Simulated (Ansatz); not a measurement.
Al (fcc, Cu type)

```
Al
1.0
    0.00000     4.04047     4.04047
    2.02024     2.02024     4.04047
    2.02024     2.02024     0.00000
Al
2
Cartesian
  0.00000   0.00000   0.00000
  2.02024   4.04047   6.06071
```

The atoms are displaced by Q × the pattern below (from a DFPT mode at X = (0.5, 0.5, 0.0), largest move 1; Q in Å), at fixed cell. (q is in reciprocal vectors of the primitive cell; the cell shown is doubled to hold the pattern.)

```json
[
 {"atom": "Al1", "x": "0.000", "y": "0.000", "z": "-1.000"},
 {"atom": "Al2", "x": "0.000", "y": "0.000", "z": "1.000"}
]
```

Level of theory: PBE (plane waves to 420 eV, PAW, scalar-relativistic; Ansatz, a program for electronic structure). k mesh 20×20×20 (Γ-centred), Fermi-Dirac smearing 0.05 eV. Energies are smeared free energies. With partly filled bands, energies and forces of such displacements shift with the k mesh and the smearing. Al was relaxed with its symmetry unable to fall. The zero of ΔE is the undisplaced structure. The last digit holds for this mesh only.

| Q (Å) | ΔE (meV/cell) |
|---|---|
| -0.180 | withheld |
| -0.150 | 229.6 |
| -0.120 | 146.4 |
| -0.090 | 82.0 |
| -0.060 | 36.5 |
| -0.030 | 9.2 |
| 0.000 | 0.0 |
| 0.030 | 9.2 |
| 0.060 | 36.5 |
| 0.090 | 82.0 |
| 0.120 | 146.4 |
| 0.150 | 229.6 |
| 0.180 | withheld |

**Question.** Fit an even polynomial form (powers 2, 4) to the given rows and predict ΔE at Q = 0.180.

**Answer.** Least squares on the 11 given rows: ΔE = (10100)·Q² + (4828)·Q⁴, in meV/cell with Q in Å; root-mean-square residual 0.09 meV/cell. At 0.180 the fit gives 332.3 meV/cell; the calculation gives 332.0 meV/cell, so the extrapolation is off by 0.3 (+0.1 %). The quadratic term alone would give 327.2 meV/cell.

(For displaced atoms, the force is minus the slope of the energy, and its curvature is a force constant, which sets phonon frequencies.)
